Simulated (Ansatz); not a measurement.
# ScPd₃: zone-centre modes under pressure

ScPd₃, Pm-3m, a = 3.903 Å. The structure is a COD entry; whether it is the stable form wasn't checked. Ansatz: LDA, PAW, 420 eV, Γ-centred 12×12×12 mesh on 4 atoms, Fermi-Dirac smearing 0.15 eV; no spin polarisation. Cell and atoms are relaxed at each pressure with the symmetry kept; optical modes at Γ by linear response, in cm⁻¹, matched by rank (the highest 3 distinct ones).

```
P (GPa) V (Å³/atom)     ω1     ω2     ω3
      0       14.861  145.6  173.1  223.4
      2       14.706  148.9  177.3  229.5
      6       14.422      ?      ?      ?
```

Problem. Get each mode's Grüneisen parameter γ = −d ln ω/d ln V from the other rows and predict the missing frequencies.

Solution. ln(V/V0) = 0.0000, -0.0105, -0.0300; a line through ln(ω/ω0) of the 2 known rows gives ω1: γ = 2.134, predicted 155.2, computed 155.2; ω2: γ = 2.283, predicted 185.4, computed 185.4; ω3: γ = 2.566, predicted 241.3, computed 240.9. The worst miss is 0.2 %, or 2 % of the shift under pressure, so a constant γ serves at that level. In a metal these frequencies hang on the mesh and smearing.